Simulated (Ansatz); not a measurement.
**Pd, omega (AlB2-type): geometry optimisation**

All numbers below come from DFT, BLYP, plane waves (420 eV) with PAW, scalar-relativistic in Ansatz 0.2.0. (PAW data from PBE, frozen cores regenerated.)

k-point mesh 8×8×12, Fermi-Dirac smearing 0.1 eV, no spin polarisation. Cell and atoms relax.

Starting structure:

```yaml
crystal:
  lattice:
    - [4.36466, 0.00000, 0.00000]
    - [-2.18233, 3.77991, 0.00000]
    - [0.00000, 0.00000, 2.67554]
  atoms:
    - { symbol: Pd, position: [0.00000, 0.00000, 0.00000] }
    - { symbol: Pd, position: [0.33333, 0.66667, 0.50000] }
    - { symbol: Pd, position: [0.66667, 0.33333, 0.50000] }
```

Task: What cell does the relaxation end in?

Result: P6/mmm with a = 4.605 Å, c = 2.734 Å (c/a = 0.594); 16.73 Å³ per atom against 14.71 at the start (13.7 %).

Task: How much energy does the relaxation gain?

Result: 137.4 meV per atom.

Path of the relaxation (the plane waves are chosen anew near the end, which can shift the energy a little):

```tsv
step	E − E(final) (meV/atom)	V (Å³/atom)	P (GPa)	max force (eV/Å)
0	137.37	14.714	23.60	0.000
1	2.44	16.696	0.26	0.000
2	1.32	16.720	0.03	0.000
3	0.91	16.723	-0.01	0.000
4	0.01	16.723	0.09	0.000
5	0.00	16.734	0.00	0.000
6	0.00	16.734	0.00	0.000
```
